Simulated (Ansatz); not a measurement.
C:
```yaml
crystal:
  lattice:
    - [2.59235, 0.00000, 0.00000]
    - [-1.29618, 2.24504, 0.00000]
    - [0.00000, 0.00000, 2.78298]
  atoms:
    - { symbol: C, position: [0.50000, 0.00000, 0.00000] }
    - { symbol: C, position: [0.00000, 0.50000, 0.66667] }
    - { symbol: C, position: [0.50000, 0.50000, 0.33333] }
```

Tensor components refer to the Cartesian frame of this cell.

### Question
Give the proper piezoelectric stress tensor with relaxed ions from the program Ansatz at the PBEsol level (PAW).

### Answer
In C/m², rows x, y, z, Voigt columns; mesh uncertainty up to 0.01.
```
 0.00   0.00   0.00   0.12   0.00   0.00
 0.00   0.00   0.00   0.00  -0.12   0.00
 0.00   0.00   0.00   0.00   0.00   0.00
```

The elastic tensor of the same run (GPa):

```
      1     2     3    4    5    6
-  ----  ----  ----  ---  ---  ---
1  1200  87.7  71.0  0.0  0.0  0.0
2  87.7  1200  71.0  0.0  0.0  0.0
3  71.0  71.0  1170  0.0  0.0  0.0
4   0.0   0.0   0.0  554  0.0  0.0
5   0.0   0.0   0.0  0.0  554  0.0
6   0.0   0.0   0.0  0.0  0.0  557
```

### Question
Convert to strain constants d = e·S.

### Answer
In pC/N:
```
 0.0   0.0   0.0   0.2   0.0   0.0
 0.0   0.0   0.0   0.0  -0.2   0.0
 0.0   0.0   0.0   0.0   0.0   0.0
```

Space group P6_222. The start of the workflow was typed in or built on a structure type; neither database checked (COD, Materials Project) lists it. It is not the phase usual at ambient conditions (space group No. 194, 227). The PBEsol relaxation kept the symmetry of its start; whether a distortion lowers the energy is not shown. Signs of piezoelectric constants follow the polarity of the cell as given.

Potentials: the earlier of the program's two PAW sets. The files were generated under PBE; for other functionals the program regenerates the frozen cores, and for LDA and PBEsol the local potential too.
